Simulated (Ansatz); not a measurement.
# WO₃, first-principles data

WO$_{3}$:
```yaml
crystal:
  lattice:
    - [7.38932, 0.00000, 0.00000]
    - [-3.69466, 6.39934, 0.00000]
    - [0.00000, 0.00000, 3.79952]
  atoms:
    - { symbol: W, position: [0.50000, 0.50000, 0.00000] }
    - { symbol: W, position: [0.00000, 0.50000, 0.00000] }
    - { symbol: W, position: [0.50000, 0.00000, 0.00000] }
    - { symbol: O, position: [0.21456, 0.42912, 0.00000] }
    - { symbol: O, position: [0.78544, 0.57088, 0.00000] }
    - { symbol: O, position: [0.78544, 0.21456, 0.00000] }
    - { symbol: O, position: [0.21456, 0.78544, 0.00000] }
    - { symbol: O, position: [0.57088, 0.78544, 0.00000] }
    - { symbol: O, position: [0.42912, 0.21456, 0.00000] }
    - { symbol: O, position: [0.00000, 0.50000, 0.50000] }
    - { symbol: O, position: [0.50000, 0.00000, 0.50000] }
    - { symbol: O, position: [0.50000, 0.50000, 0.50000] }
```

Space group P6/mmm (No. 191); conventional cell a = b = 7.3893 Å, c = 3.7995 Å, α = β = 90.00°, γ = 120.00°.

Method: PBEsol (plane waves, PAW; program Ansatz). Structure relaxed to zero pressure with the same functional. Other levels are named where they apply.

Cell and energy:

```json
{
  "volume_per_atom": "14.97 Å³",
  "density": "6.43 g/cm³",
  "Formation energy from the elements (no fitted shifts)": "-2.13 eV/atom"
}
```

Electronic structure:

```json
{
  "band_gap": "0.61 eV (indirect)",
  "valence_band_maximum": "at A",
  "conduction_band_minimum": "at Γ",
  "smallest_direct_gap_on_the_standard_path": "1.37 eV",
  "electron_effective_mass": "0.16, 0.33, 0.33 mₑ (principal values)",
  "Electron effective mass with spin–orbit coupling": "0.15, 0.34, 0.34 mₑ (principal values)",
  "HSE06 gap on the PBEsol cell": "1.73 eV",
  "Gap with spin–orbit coupling": "0.55 eV"
}
```

Mechanics:

```json
{
 "Bulk modulus (Birch–Murnaghan fit)": "184 GPa",
 "Pressure derivative B′": "3.2",
 "Elastic constants (relaxed ions, GPa)": "C11 = 390, C12 = 91.4, C13 = 32.5, C33 = 596, C44 = 60.5",
 "mechanical_stability": "stable (all eigenvalues of C positive)",
 "hill_bulk_and_shear_moduli": "186 and 117 GPa",
 "Young's modulus": "291 GPa",
 "Poisson's ratio": "0.24",
 "debye_temperature_from_the_elastic_constants": "572 K"
}
```

Dielectric response:

```json
{
  "Electronic dielectric constant ε∞ (DFPT)": "7.35 (xx = yy), 8.46 (zz)",
  "Born charges (a third of the trace)": "W +12.17, O -4.32 to -3.93 e"
}
```

Charges:

```json
{
 "bader_charges": "W +3.06, O -1.03 to -1.02 e"
}
```

The workflow started from a Materials Project entry (that database holds measured and hypothetical structures alike); the Crystallography Open Database files this formula in space group No. 191, but the cells were not matched. Its standing as an ambient phase is unchecked. The PBEsol relaxation kept the symmetry of its start; its stability against distortions is not shown here. No spin polarisation was allowed. No Hubbard U is applied. The references are the lowest solids computed at this level, not always the standard phases (solids in place of the gases). Spin–orbit coupling is left out wherever it is not named.

Potentials: the later of the program's two PAW sets.
